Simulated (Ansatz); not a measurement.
TaGeO$_{3}$:
```yaml
crystal:
  lattice:
    - [4.07626, 0.00000, 0.00000]
    - [0.00000, 4.07626, 0.00000]
    - [0.00000, 0.00000, 3.93524]
  atoms:
    - { symbol: Ta, position: [0.50000, 0.50000, 0.52217] }
    - { symbol: Ge, position: [0.00000, 0.00000, 0.20381] }
    - { symbol: O, position: [0.00000, 0.50000, 0.47874] }
    - { symbol: O, position: [0.50000, 0.00000, 0.47874] }
    - { symbol: O, position: [0.50000, 0.50000, 0.00674] }
```

Relaxed with r²SCAN.

Task: Give the Bader charges and basin volumes of the independent atoms, DFT-r²SCAN in the program Ansatz with PAW potentials.

Result: 

```tsv
atom	Bader charge (e)	Bader volume (Å³)
Ta1	+2.78	9.7
Ge2	+1.11	17.5
O3	-1.31	12.4
O5	-1.27	13.3
```

Space group P4mm. The start of the workflow was typed in or built on a structure type; neither database checked (COD, Materials Project) lists it. Its standing as an ambient phase is unchecked. Symmetry was held in the r²SCAN relaxation; its stability against distortions is not shown here. The run is not spin-polarised. Spin–orbit coupling is left out wherever it is not named.

Potentials: the later of the program's two PAW sets.
